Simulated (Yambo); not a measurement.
# AgI: sweep of GW parameters

G0W0@PBEsol for AgI (space group P4/nmm, No. 129) in Yambo. Reference settings: 2×2×2 Γ-centred k mesh, bands 17 to 292 and a 6 Ry block in the screening, 292 bands in G with the Bruneval-Gonze terminator, plasmon pole fitted at 27.2 eV. The PBEsol gap Γ → Γ on this mesh is 0.83 eV; G0W0 gaps are taken between the same points.

| change from the reference | G0W0 gap Γ → Γ (eV) | shift of the valence edge (eV) | rough Yambo cost |
|---|---|---|---|
| reference settings | 1.68 | -0.48 | 1 |
| 124 bands in W, 124 bands in G | 1.80 | -0.23 | within a factor of two |
| 196 bands in W, 196 bands in G | 1.72 | -0.40 | within a factor of two |
| 124 bands in G | 1.69 | -0.39 | – |
| 196 bands in G | 1.68 | -0.47 | – |
| 148 bands in W | 1.77 | -0.36 | within a factor of two |
| 2 Ry block | 1.61 | -0.32 | within a factor of two |
| 3 Ry block | 1.59 | -0.35 | within a factor of two |
| 5 Ry block | 1.65 | -0.43 | within a factor of two |
| pole fitted at 15 eV | 1.69 | -0.43 | – |
| no random integration | 1.65 | -0.36 | – |
| 2×2×1 mesh | 1.43 | -0.33 | about 1/3 |
| 124 bands in G, no terminator | 1.58 | 0.11 | – |
| 196 bands in G, no terminator | 1.60 | -0.19 | – |
| no terminator | 1.61 | -0.32 | – |

The reference isn't shown to be the converged limit. Costs are rough (shared machines), scaled to the same edge states, and given only for runs that recompute the screening.

Spin-orbit coupling is included.

Geometry relaxed with PBE+D3(BJ); primitive cell a = b = 4.392 Å, c = 6.219 Å, α = β = γ = 90.00°.

This is not the ordinary phase of the substance; no match was found in the copy of COD used, and its stability was not checked.

A shift is the quasiparticle energy of the state minus its PBEsol energy.
